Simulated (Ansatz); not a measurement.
Relaxed As (space group R-3m):

```
CELL_PARAMETERS angstrom
      3.76004     2.17086     6.65675
      0.00000     2.17086     6.65675
      0.00000    -2.17086     3.32837
ATOMIC_POSITIONS crystal
  As 0.00000 0.23051 0.23051
  As 0.50000 0.23051 0.23051
  As 0.00000 0.76949 0.76949
  As 0.50000 0.76949 0.76949
```

The atoms are displaced by Q × the pattern below (from a DFPT mode at F = (0.5, 0.5, 0.0), largest move 1; Q in Å), at fixed cell. (q is in reciprocal vectors of the primitive cell; the cell shown is doubled to hold the pattern.)

```json
[
 {"atom": "As1", "x": "1.000", "y": "0.000", "z": "0.000"},
 {"atom": "As2", "x": "-1.000", "y": "0.000", "z": "0.000"},
 {"atom": "As3", "x": "1.000", "y": "0.000", "z": "0.000"},
 {"atom": "As4", "x": "-1.000", "y": "0.000", "z": "0.000"}
]
```

All values below come from LDA (plane waves to 420 eV, PAW, scalar-relativistic; Ansatz, a program for electronic structure). k mesh 11×11×11 (Γ-centred), Fermi-Dirac smearing 0.05 eV. Energies are smeared free energies. With partly filled bands, energies and forces of such displacements shift with the k mesh and the smearing. As was relaxed with its symmetry unable to fall. ΔE is measured from the undisplaced structure.

```tsv
Q (Å)	ΔE (eV/cell)
-0.100	0.152
-0.067	0.067
-0.033	0.017
0.000	0.000
0.033	0.017
0.067	0.067
0.100	0.152
```

Which DFPT wavenumber at F = (0.5, 0.5, 0.0) belongs to this mode?
(A) 113 cm⁻¹
(B) 164 cm⁻¹
(C) 80 cm⁻¹
(D) 210 cm⁻¹

B, 164 cm⁻¹. The curvature of the scan gives 165 cm⁻¹

(For displaced atoms, the force is minus the slope of the energy, and its curvature is a force constant, which sets phonon frequencies.)
